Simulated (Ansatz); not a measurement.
ReS2:
```cif
data_Re2S4
_chemical_formula_sum 'Re2 S4'
_space_group_name_H-M_alt 'P 1'
_space_group_IT_number 1
_cell_length_a 5.39610
_cell_length_b 5.39610
_cell_length_c 3.56547
_cell_angle_alpha 90.000
_cell_angle_beta 90.000
_cell_angle_gamma 90.000
loop_
_space_group_symop_operation_xyz
  'x, y, z'
loop_
_atom_site_label
_atom_site_type_symbol
_atom_site_fract_x
_atom_site_fract_y
_atom_site_fract_z
_atom_site_occupancy
Re1 Re 0.00000 0.00000 0.00000 1
Re2 Re 0.50000 0.50000 0.50000 1
S1 S 0.30291 0.30291 0.00000 1
S2 S 0.80291 0.19709 0.50000 1
S3 S 0.19709 0.80291 0.50000 1
S4 S 0.69709 0.69709 0.00000 1
```

Relaxed with LDA.

Task: Decompose the optical modes at the zone centre into irreducible representations, and say which are infrared and Raman allowed.

Result: Point group 4/mmm: Γ_opt = A1g + A2g + A2u + B1g + 2B1u + B2g + Eg + 3Eu. Infrared: A2u, Eu. Raman: A1g, B1g, B2g, Eg.

Task: Assign frequencies (DFPT, LDA (plane waves, PAW; program Ansatz)).

Result: B1g 14, B1u 89, Eu 160, Eu 185, A2u 231, A2g 244, Eg 324, B1u 339, Eu 361, A1g 374, B2g 480 cm⁻¹.

Subscripts of B labels follow the axes of the standard setting.

Space group P4_2/mnm (rutile). The cell is a constructed one: a structure type filled with these elements; neither database checked (COD, Materials Project) lists it. Its standing as an ambient phase is unchecked. The cell was relaxed with LDA under the symmetry of its start; of distortions, only those at the zone centre were tested. No spin polarisation was allowed. As this level gives no gap, phonon frequencies hold no LO–TO term and depend on the k-mesh and smearing (Fermi–Dirac, 0.1 eV here). Spin–orbit coupling is left out wherever it is not named.

Potentials: the later of the program's two PAW sets.
